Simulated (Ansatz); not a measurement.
# Relaxing a structure of CsSnI3

The start is a randomly generated symmetric cell of CsSnI3 (space group No. 65). The structure is fully relaxed (lattice and positions, P = 0) with PBE (plane waves to 420 eV, PAW, scalar-relativistic; Ansatz, a first-principles code). The first steps use a coarse 5×5×3 k-mesh.

Starting cell:
```yaml
crystal:
  lattice:
    - [2.99659, -4.28150, 0.00000]
    - [2.99659, 4.28150, 0.00000]
    - [0.00000, 0.00000, 10.82317]
  atoms:
    - { symbol: Cs, position: [0.50000, 0.50000, 0.50000] }
    - { symbol: I, position: [0.50000, 0.50000, 0.13827] }
    - { symbol: I, position: [0.50000, 0.50000, 0.86173] }
    - { symbol: I, position: [0.00000, 0.00000, 0.50000] }
    - { symbol: Sn, position: [0.00000, 0.00000, 0.00000] }
```

```yaml
initial_pressure: "+3 GPa (positive: the cell is compressed)"
energy_released: 0.32 eV/atom
volume_change: -1.8 %, from 55.54 to 54.55 Å³/atom
optimiser_moves: 10
```

The end point of the relaxation:

```cif
data_CsI3Sn
_chemical_formula_sum 'Cs1 I3 Sn1'
_space_group_name_H-M_alt 'P4/mmm'
_space_group_IT_number 123
_space_group_name_Hall '-P 4 2'
_cell_length_a 4.75770
_cell_length_b 4.75770
_cell_length_c 12.04897
_cell_angle_alpha 90.000
_cell_angle_beta 90.000
_cell_angle_gamma 90.000
loop_
_atom_site_label
_atom_site_type_symbol
_atom_site_symmetry_multiplicity
_atom_site_Wyckoff_symbol
_atom_site_fract_x
_atom_site_fract_y
_atom_site_fract_z
_atom_site_occupancy
Cs1 Cs 1 d 0.50000 0.50000 0.50000 1
I1 I 2 h 0.50000 0.50000 0.15189 1
I2 I 1 b 0.00000 0.00000 0.50000 1
Sn1 Sn 1 a 0.00000 0.00000 0.00000 1
```

Final values are on a 10×10×4 k-mesh of the relaxed cell. No spin polarisation in the result.

The run could not lower the symmetry of its start; a shaken copy of this end point relaxes with PBE to P1 (No. 1) at a tolerance of 0.01 Å, P2₁ (No. 4) at 0.1 Å, 0.47 eV/atom lower.

The relaxed structure here is a generated cell of CsSnI3: the first start was made by a random draw of sites in a space group, and the end was not matched to a known phase here, so it may be hypothetical. Known forms of CsSnI3 include space group No. 62, 221.
